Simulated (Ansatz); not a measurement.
CdTe:
```yaml
crystal:
  lattice:
    - [4.63260, 0.00000, 0.00000]
    - [-2.31630, 4.01195, 0.00000]
    - [0.00000, 0.00000, 7.59637]
  atoms:
    - { symbol: Cd, position: [0.33333, 0.66667, 0.00029] }
    - { symbol: Cd, position: [0.66667, 0.33333, 0.50029] }
    - { symbol: Te, position: [0.33333, 0.66667, 0.37471] }
    - { symbol: Te, position: [0.66667, 0.33333, 0.87471] }
```

Relaxed with r²SCAN. Special points in fractions of this cell's reciprocal vectors: Γ (0.000, 0.000, 0.000); M (0.500, 0.000, 0.000); K (0.333, 0.333, 0.000); A (0.000, 0.000, 0.500); L (0.500, 0.000, 0.500); H (0.333, 0.333, 0.500).

List the band energies nearest the valence-band maximum at these points for DFT-r²SCAN with spin–orbit coupling in the program Ansatz with PAW potentials.

In eV from the valence-band maximum; about four levels below and three above (degenerate sets whole), none deeper than 8.9 eV; points with the same levels are listed once.

```tsv
k	below	above
Γ	-0.04 -0.04 0.00 0.00	0.94 0.94 1.76 1.76
M	-1.69 -1.69 -0.96 -0.96	2.50 2.50 2.79 2.79
K	-2.22 -2.22 -2.04 -1.84 -1.84	3.39 3.39 3.83
A	-0.42 -0.42 -0.42 -0.42	2.15 2.15 2.15 2.15
L	-1.42 -1.42 -1.42 -1.42	2.34 2.34 2.34 2.34
H	-1.45 -1.45 -1.31 -1.31	2.95 2.95 3.06 3.06
```

Space group P6_3mc (wurtzite). The first step of the workflow began from a Materials Project structure, measured or hypothetical; the Crystallography Open Database copy checked does not list it. It is not the phase usual at ambient conditions (space group No. 216). Symmetry was held in the r²SCAN relaxation; of distortions, only those at the zone centre were tested.

Potentials: the earlier of the program's two PAW sets.
